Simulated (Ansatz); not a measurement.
Simulated powder pattern, Cu Kα, λ = 1.54184 Å (kinematic, ideal powder, no thermal factors, no anomalous dispersion; the 30 strongest lines at most, above 1 %, up to 2θ = 90°):

| 2θ (°) | d (Å) | I/Imax (%) |
|---|---|---|
| 21.36 | 4.161 | 5.2 |
| 30.38 | 2.942 | 2.0 |
| 37.44 | 2.402 | 100 |
| 43.50 | 2.080 | 53 |
| 48.95 | 1.861 | 2.4 |
| 53.98 | 1.699 | 1.1 |
| 63.21 | 1.471 | 35 |
| 67.54 | 1.387 | 1.2 |
| 75.84 | 1.254 | 40 |
| 79.86 | 1.201 | 12 |

The pattern belongs to a structure relaxed with PBE (plane waves, PAW; program Ansatz).

Question: Pick the material that matches.
(A) IrO2, R3m (Ir on 3a, O on 3a, O on 3a)
(B) Mo2N, P4/mmm (Mo on 1a, Mo on 1d, N on 1c)
(C) TaN, rock salt
(D) InIr3N, anti-perovskite

Answer: D, InIr3N, anti-perovskite

Question: Give the lattice parameters.

Answer: a = 4.161 Å.

Space group Pm-3m (anti-perovskite). The start of the workflow was typed in or built on a structure type; neither database checked (COD, Materials Project) lists it. Its standing as an ambient phase is unchecked. The cell was relaxed with PBE under the symmetry of its start; whether a distortion lowers the energy is not shown. The workflow began spin-polarised and lost its moments. The volume moved by 16 % from the start of the relaxation. Its formation energy is positive at this level, so the cell may be metastable or incomplete. Scalar-relativistic: spin–orbit coupling is off unless named, which matters more the heavier the elements.

Potentials: the later of the program's two PAW sets.
